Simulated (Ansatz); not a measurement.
BaSnF₄:
```cif
data_Ba2F8Sn2
_chemical_formula_sum 'Ba2 Sn2 F8'
_space_group_name_H-M_alt 'P 1'
_space_group_IT_number 1
_cell_length_a 4.25364
_cell_length_b 4.25364
_cell_length_c 10.57181
_cell_angle_alpha 90.000
_cell_angle_beta 90.000
_cell_angle_gamma 90.000
loop_
_space_group_symop_operation_xyz
  'x, y, z'
loop_
_atom_site_label
_atom_site_type_symbol
_atom_site_fract_x
_atom_site_fract_y
_atom_site_fract_z
_atom_site_occupancy
Ba1 Ba 0.00000 0.50000 0.63592 1
Ba2 Ba 0.50000 0.00000 0.36408 1
Sn1 Sn 0.00000 0.50000 0.11859 1
Sn2 Sn 0.50000 0.00000 0.88141 1
F1 F 0.00000 0.00000 0.81815 1
F2 F 0.50000 0.50000 0.81815 1
F3 F 0.50000 0.50000 0.18185 1
F4 F 0.00000 0.00000 0.18185 1
F5 F 0.00000 0.00000 0.50000 1
F6 F 0.50000 0.50000 0.50000 1
F7 F 0.00000 0.50000 0.31429 1
F8 F 0.50000 0.00000 0.68571 1
```

Relaxed with LDA. LDA (plane waves, PAW; program Ansatz) gives a gap of 3.31 eV.

Problem. What gap does HSE06 give on the same cell (Ansatz, PAW)?

Solution. 4.27 eV, 0.96 eV more. The hybrid was solved on a coarser mesh and at special points; the gap given is the minimum over both.

```
k  v1 LDA  c1 LDA  v1 HSE06  c1 HSE06
-  ------  ------  --------  --------
Γ   -0.23    4.89     -0.18      6.18
Z   -0.37    4.93       ___       ___
M   -0.16    3.31     -0.20      4.27
A   -0.16    3.34       ___       ___
R   -0.57    4.46       ___       ___
X   -0.57    4.53       ___       ___
```

Problem. Top valence (v1) and lowest conduction level (c1) in eV from each method's valence maximum (which need not be a listed point): supply the withheld HSE06 values.

Solution. 
- Z, v1 HSE06: -0.27
- Z, c1 HSE06: 6.22
- X, v1 HSE06: -0.72
- X, c1 HSE06: 5.69
- A, v1 HSE06: -0.20
- A, c1 HSE06: 4.29
- R, v1 HSE06: -0.72
- R, c1 HSE06: 5.62

Cost on shared cores: the LDA run (SCF on a 7×7×3 mesh, then bands and DOS) roughly 6 core-minutes, the HSE06 run (SCF on 4×4×2, then a few points) around 9 core-minutes (rough); the tasks are unlike.

Space group P4/nmm. The workflow started from a Materials Project entry (that database holds measured and hypothetical structures alike); the Crystallography Open Database copy checked does not list it. Its standing as an ambient phase is unchecked. The LDA relaxation kept the symmetry of its start; whether a distortion lowers the energy is not shown. A crystal of weakly bound layers computed without a dispersion correction: the cell and the soft elastic constants depend strongly on that. Spin–orbit coupling is left out wherever it is not named.

Potentials: the later of the program's two PAW sets.
